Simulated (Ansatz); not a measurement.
Data sheet: La (DFT)

La:
```yaml
crystal:
  lattice:
    - [3.64900, 0.00000, 0.00000]
    - [-1.82450, 3.16012, 0.00000]
    - [0.00000, 0.00000, 11.75733]
  atoms:
    - { symbol: La, position: [0.00000, 0.00000, 0.00000] }
    - { symbol: La, position: [0.00000, 0.00000, 0.50000] }
    - { symbol: La, position: [0.33333, 0.66667, 0.25000] }
    - { symbol: La, position: [0.66667, 0.33333, 0.75000] }
```

Space group P6_3/mmc (No. 194), dhcp (α-La type); conventional cell a = b = 3.649 Å, c = 11.757 Å, α = β = 90.00°, γ = 120.00°.

Method: plane-wave PAW PBEsol (Ansatz code). Structure relaxed to zero pressure with the same functional. Other levels are named where they apply.

### Cell and energy

```json
{
 "volume_per_atom": "33.89 Å³",
 "density": "6.81 g/cm³"
}
```

### Electronic structure

```json
{
  "electronic_character": "metallic (no gap)",
  "Density of states at the Fermi level": "1.5 states/eV per atom (mean over ±0.08 eV)",
  "Gap with spin–orbit coupling": "none (metallic)"
}
```

### Mechanics

```json
{
  "Bulk modulus (Birch–Murnaghan fit)": "26.7 GPa",
  "Pressure derivative B′": "2.9",
  "Elastic constants (relaxed ions, GPa)": "C11 = 54.8, C12 = 17.2, C13 = 9.2, C33 = 61.1, C44 = 15.7",
  "mechanical_stability": "stable (all eigenvalues of C positive)",
  "hill_bulk_and_shear_moduli": "26.9 and 18.7 GPa",
  "Young's modulus": "45.6 GPa",
  "Poisson's ratio": "0.22",
  "debye_temperature_from_the_elastic_constants": "169 K"
}
```

### Phonons

```json
{
  "highest_zone_centre_frequency": "81 cm⁻¹",
  "zone_centre_stability": "no imaginary mode at Γ"
}
```

The cell was relaxed with PBEsol under the symmetry of its start. As this level gives no gap, shear constants depend on the k-mesh and smearing (Fermi–Dirac, 0.1 eV here). As this level gives no gap, phonon frequencies hold no LO–TO term and depend on the k-mesh and smearing (Fermi–Dirac, 0.1 eV here). Axis ratios of metals converge slowly with the k-mesh, so a and c are less sure than the volume. Spin–orbit coupling is left out wherever it is not named.

Potentials: the earlier of the program's two PAW sets. The files were generated under PBE; for other functionals the program regenerates the frozen cores, and for LDA and PBEsol the local potential too.
